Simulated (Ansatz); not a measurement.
The cell was built from the hcp type and relaxed in the same program, and has space group P6_3/mmc; it needn't be a known or the stable phase.

Re: DFT, PBE, all-electron PAW with datasets made for the crystal, scalar-relativistic (Ansatz 0.2.0).

Command: `ansatz run input.yaml --threads 1 --pin off --max-ram 2048MiB --backend cpu --events-out ev --progress --plain --runs-dir out` The run took 46 s on 1 thread of Arm Neoverse V1 (shared host), peak memory 0.82 GiB.

```yaml
crystal:
  lattice:
    - [2.7747730912, 0.0, 0.0]
    - [-1.3873865456, 2.4030239867, 0.0]
    - [0.0, 0.0, 4.4858794431]
  atoms:
    - { symbol: Re, position: [0.3333333333, 0.6666666667, 0.25] }
    - { symbol: Re, position: [0.6666666667, 0.3333333333, 0.75] }
kpoints:
  mp_grid: { grid: [14, 14, 8] }
  band_path:
    path:
      - [0.0, 0.0, 0.0]
      - [0.5, 0.0, 0.0]
      - [0.3333333333, 0.3333333333, 0.0]
      - [0.0, 0.0, 0.0]
      - [0.0, 0.0, 0.5]
      - [0.5, 0.0, 0.5]
      - [0.3333333333, 0.3333333333, 0.5]
      - [0.0, 0.0, 0.5]
      - [0.5, 0.0, 0.5]
    npoints: 8
scf:
  occupations: { method: fermi_dirac, width: 0.08 }
hamiltonian:
  xc: pbe
  pseudopotentials: { kind: all_electron, datasets: crystal }
output:
  forces: true
  stress: true
  eigenvalues: true
  efg: { contact_densities: true }
```

Output:

```
hamiltonian.pseudopotentials.datasets: crystal makes datasets for this crystal and solves the spheres of its atoms anew in each pass: cutoff 260.0 eV, the density's 1040.0 eV; for an error of 0.50 meV an atom under PBE, 1.0 meV for the cell; an energy difference from a run of another recipe may be off by several times the error for the cell, under r2SCAN by more, where some 0.1 meV an atom stays at smaller errors; Re in spheres of 1.376 Å, 15 of its electrons in bands, 14 on its site; only band paths and densities of states list, in semicore columns, the levels of the semicore shells that are solved separately: 4f of Re
band count auto-derived: 21 (N_el = 30.0; filled up to band 15; 19 by the electrons, moments and atoms)
Re: output.efg is read without spin–orbit coupling, which moves field gradients at and beside such atoms by some per cent and up to a factor of two; PAW files take it under magnetization.noncollinear and magnetization.spin_orbit
Engine: ansatz 0.2.0
Pseudopotentials: kind: all_electron
Pseudopotential: Re, paw, valence charge 29, recommended cutoff 260 eV (normal), Koelling and Harmon's equation, gaussian nucleus
Functional definition: PBE
  parameter kappa = 0.804
  parameter beta = 0.06672455060314922
  exchange = pbe_x(kappa = kappa, mu = beta*pi^2/3)
  correlation = pbe_c(beta = beta)
Crystal: 2 atoms, lattice volume = 29.911 Å³
Basis set: ecut = 260 eV, 287 PW (Γ), exchange–correlation on 30×30×48 points (8 copies of the dense FFT grid, shifted against one another)
Bands: 21, of which v1, the nominal top of the filled ones, is band 15 counted from 1 (14 counted from 0)
Symmetry: 24 space group operations
Space group: P63/mmc (ITA 194), of the structure as read, at distance tolerance 3.1e-5 Å
k-points: 120 of 1568
Non-local potential: Re, projectors of the file, l = 0: 2, l = 1: 2, l = 2: 2
PAW form: soft (Blöchl's): semilocal exchange-correlation on the pseudo side does not see the compensation charge
PAW one-centre angular grid: Re, 590 points (default); XC on its mesh's 1821 points in the sphere
Initial density: superposition of atomic densities (neutral atoms: chi_scale 0, normalization atom)
Initial wavefunctions: pseudopotential atomic-orbital guess
Functional: x = pbe(κ = 0.804, μ = 0.2195149727645171), c = pbe(β = 0.06672455060314922)
iter 1 solved again at ethr=1.51e-2 eV; its pass at ethr=1.00e-1 eV (dr2=4.52e0 eV) is discarded
SCF iter   1: F=—  HF=-908307.355699 eV  |F-HF|=—  |Δ(HF+E_count)|=         —  Δρ=1.22e-1  dr2=4.63e0  ethr=1.51e-2  ⟨swp⟩=2.1  Hψ=12896  notcnv=0
preconditioner: auto → none  [metal: Δε(μ)=0.026 eV  Ē_g=8.324 eV  σ=0.080 eV  W_gap=0.08  n_scr=8 (ndim 8)  ℏωp=25.4 eV  f_vac=0.000  D(μ)=1.66/eV (n_scr^D=22)  sad-step TF]
SCF iter   2: F=—  HF=-908306.641162 eV  |F-HF|=—  |Δ(HF+E_count)|=   7.15e-1  Δρ=7.86e-2  dr2=1.95e0  ethr=1.51e-2  ⟨swp⟩=2.0  Hψ=5040  notcnv=0
iter 3 solved again at ethr=4.66e-4 eV; its pass at ethr=6.50e-3 eV (dr2=1.40e-1 eV) is discarded
SCF iter   3: F=—  HF=-908305.892809 eV  |F-HF|=—  |Δ(HF+E_count)|=   7.48e-1  Δρ=2.25e-2  dr2=1.41e-1  ethr=4.66e-4  ⟨swp⟩=2.0  Hψ=10973  notcnv=0  defer=1
SCF iter   4: F=—  HF=-908305.940355 eV  |F-HF|=—  |Δ(HF+E_count)|=   4.75e-2  Δρ=7.39e-3  dr2=1.51e-2  ethr=4.66e-4  ⟨swp⟩=2.0  Hψ=4928  notcnv=0  defer=1
SCF iter   5: F=—  HF=-908305.943765 eV  |F-HF|=—  |Δ(HF+E_count)|=   3.41e-3  Δρ=7.53e-4  dr2=1.54e-4  ethr=5.03e-5  ⟨swp⟩=2.0  Hψ=5909  notcnv=0
SCF iter   6: F=—  HF=-908305.945300 eV  |F-HF|=—  |Δ(HF+E_count)|=   1.53e-3  Δρ=3.07e-4  dr2=1.88e-5  ethr=5.15e-7  ⟨swp⟩=2.7  Hψ=6014  notcnv=0
SCF iter   7: F=—  HF=-908305.945291 eV  |F-HF|=—  |Δ(HF+E_count)|=   8.59e-6  Δρ=8.41e-5  dr2=2.04e-6  ethr=6.27e-8  ⟨swp⟩=3.0  Hψ=5894  notcnv=0
SCF iter   8: F=—  HF=-908305.945290 eV  |F-HF|=—  |Δ(HF+E_count)|=   8.71e-7  Δρ=1.80e-5  dr2=9.19e-8  ethr=6.80e-9  ⟨swp⟩=3.0  Hψ=5091  notcnv=0
SCF iter   9: F=-908305.945290 eV  HF=-908305.945290 eV  |F-HF|=1.05e-9  |Δ(HF+E_count)|=   1.92e-8  Δρ=2.45e-6  dr2=1.74e-9  ethr=3.06e-10  ⟨swp⟩=3.0  Hψ=5091  notcnv=0
SCF 1 converged in 9 iterations: F = -908305.945299 eV  dr2 = 1.74e-9
  Residual-converged pass: ⟨swp⟩=3.0  Hψ=5012  notcnv=0  max |occ|·‖R‖ = 5.2e-6 eV (tolerance 5.3e-6 eV)  dr2=1.77e-9  dr2_onsite=1.09e-9  max |Δocc| = 2.8e-10
  greatest PAW one-centre occupation: 0.996 electrons in one spin orbital (limit 2), on the Re atom at site 1 (counted from 0), in its partial waves of l = 0
NSCF: frozen V_eff on 65 k-points
SCF converged after 9 iterations
Free energy (F): -908305.945299 eV
Harris-Foulkes:  -908305.945299 eV  (|F-HF|=1.05e-9)
Internal energy: -908305.911783 eV  (E = F + TS)
E sigma→0 (E₀):  -908305.928541 eV
Entropy (-TS):   -0.033516 eV (-16.758 meV/atom)
Past the cutoff: the bands carry plane waves up to 1.75 times it, of which those up to 1.5 times it add -0.000454 eV an atom, each by itself; the spheres take 0.000278 eV an atom off the energy for waves past 1.75 times it
By the cutoff:   a pressure is off by up to 0.008 GPa (1.2 times the spheres' own share and the shells' term, over an atom's volume, and 0.004 GPa: a bound that held against runs at twice the plane waves)
Past the cutoffs: a stress includes 0.0007 GPa for waves and charges beyond them, in addition to the slope of what the spheres take
In the spheres:  the bands' charges fall short by 4.2e-7 e at most (sound up to 1e-3), those of shells solved beside the bands by 3.2e-7 e (sound up to 5e-4)
Fermi energy:    30.232804 eV
--- Per-component energies (eV) ---
  The terms above E_closure are by the made datasets' own strengths, without shells solved beside the bands.
--- Forces (eV/Å), atoms counted from 1 ---
  atom   1  Re    -0.00000000    -0.00000000     0.00000000
  atom   2  Re    -0.00000000     0.00000000     0.00000000
  max |Σ_I F_I| component: 3.70e-17 eV/Å
--- Stress (GPa, compression-positive) ---
        0.113275       0.000000       0.000000
       -0.000000       0.113275       0.000000
        0.000000       0.000000       0.122069
  P = ⅓ Tr σ = 0.1162 GPa (1.162 kbar)
  It holds what live shells' own plane waves past their cutoff add
--- PAW observables at the nuclei: V_zz in 10²¹ V/m², potentials from the cell's mean, atoms counted from 1 ---
  atom   1  Re V_zz =    -6.091147   η = 0.0000   by run symmetry: allowed
            electrostatic potential = -15143.455046 V   contact ρ = 9538641.378531 e/Å³
  atom   2  Re V_zz =    -6.091147   η = 0.0000   by run symmetry: allowed
            electrostatic potential = -15143.455046 V   contact ρ = 9538641.378531 e/Å³
--- Band table (eV; the first three rows and the last of 120) ---
  k-point 0: bands = ["-49.5527", "-49.4386", "-12.0259", "-11.0272", "-11.0272", "-10.8605", "-10.8605", "-10.8434", "20.4951", "23.7379", "28.7013", "28.7167", "28.7167", "29.5305", "29.5305", "30.4520", "30.4520", "30.8086", "33.5510"]
  k-point 1: bands = ["-49.5484", "-49.4430", "-11.9836", "-11.0209", "-11.0209", "-10.8914", "-10.8669", "-10.8669", "20.6791", "23.7442", "28.5927", "28.6302", "28.6302", "29.4173", "29.4173", "30.2961", "30.7054", "30.7054", "33.5688"]
  k-point 2: bands = ["-49.5361", "-49.4554", "-11.8621", "-11.0268", "-11.0030", "-11.0030", "-10.8851", "-10.8851", "21.2042", "23.7046", "28.3152", "28.5031", "28.5031", "29.1432", "29.1432", "29.2177", "31.3098", "31.3098", "33.5304"]
  k-point 119: bands = ["-49.4181", "-49.4181", "-11.8001", "-11.8001", "-11.5188", "-11.5188", "-11.0609", "-11.0609", "25.6399", "25.6399", "26.7255", "26.7255", "28.1060", "28.1060", "30.3575", "30.3575", "33.6064", "33.6064", "39.2001"]
```
